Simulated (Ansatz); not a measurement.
The relaxed structure here is a generated cell of SiS2: the first start was made by placing the elements on the sites of a structure type, and the end was not matched to a known phase here, so it may be hypothetical.

A relaxed cell of SiS$_{2}$ (Pn-3m (No. 224)), relaxed on a k-mesh at least as fine as the one used below. All values below come from r2SCAN (plane waves to 500 eV, PAW, scalar-relativistic; Ansatz, an electronic-structure program). Γ-centred k-mesh 4×7×7 on the run's cell, Fermi–Dirac smearing 0.05 eV.

```
CELL_PARAMETERS angstrom
      9.83783     0.00000     0.00000
      0.00000     4.91891     0.00000
      0.00000     0.00000     4.91891
ATOMIC_POSITIONS crystal
  S  0.37500 0.75000 0.75000
  S  0.87500 0.75000 0.75000
  S  0.37500 0.25000 0.25000
  S  0.87500 0.25000 0.25000
  S  0.12500 0.75000 0.25000
  S  0.62500 0.75000 0.25000
  S  0.12500 0.25000 0.75000
  S  0.62500 0.25000 0.75000
  Si 0.00000 0.00000 0.00000
  Si 0.50000 0.00000 0.00000
  Si 0.25000 0.50000 0.50000
  Si 0.75000 0.50000 0.50000
```

The atoms are displaced by (Å):

| atom | ux | uy | uz |
|---|---|---|---|
| S1 | -0.016 | 0.024 | -0.134 |
| S2 | -0.085 | -0.008 | -0.035 |
| S3 | -0.070 | 0.168 | 0.019 |
| S4 | 0.048 | -0.043 | -0.058 |
| S5 | -0.055 | 0.080 | 0.046 |
| S6 | 0.019 | 0.047 | 0.039 |
| S7 | 0.157 | 0.064 | 0.037 |
| S8 | 0.020 | -0.134 | -0.011 |
| Si9 | -0.053 | -0.041 | 0.028 |
| Si10 | -0.058 | 0.107 | 0.130 |
| Si11 | -0.020 | 0.102 | -0.025 |
| Si12 | -0.018 | -0.016 | -0.058 |

Task: What forces (eV/Å) and pressure result?

Result: 
```tsv
atom	Fx	Fy	Fz
S1	1.32	1.00	0.98
S2	0.21	0.08	0.19
S3	1.18	-0.98	-1.16
S4	-0.72	1.04	0.85
S5	-0.18	0.30	-0.12
S6	-0.33	0.27	-0.56
S7	-0.73	-0.74	0.89
S8	0.07	0.06	-0.03
Si9	0.70	-0.17	-1.65
Si10	-0.14	-0.26	-0.65
Si11	-1.22	-0.26	0.67
Si12	-0.14	-0.35	0.59
```

Pressure +1.6 GPa.

Task: Estimate the energy cost of the displacement in the harmonic approximation and compare with the calculation.

Result: For a harmonic well ΔE = −½ Σ F·u = 0.449 eV a cell, or 37 meV/atom. The calculated energy relative to the undisplaced cell is +0.04 eV/atom, so the harmonic estimate holds well.

The undisplaced cell is probably no minimum: from this displacement the run went on to Pc (No. 7) at a tolerance of 0.01 Å, P4₂nm (No. 102) at 0.1 Å, 0.13 eV/atom below it.

No spin polarisation in the result.
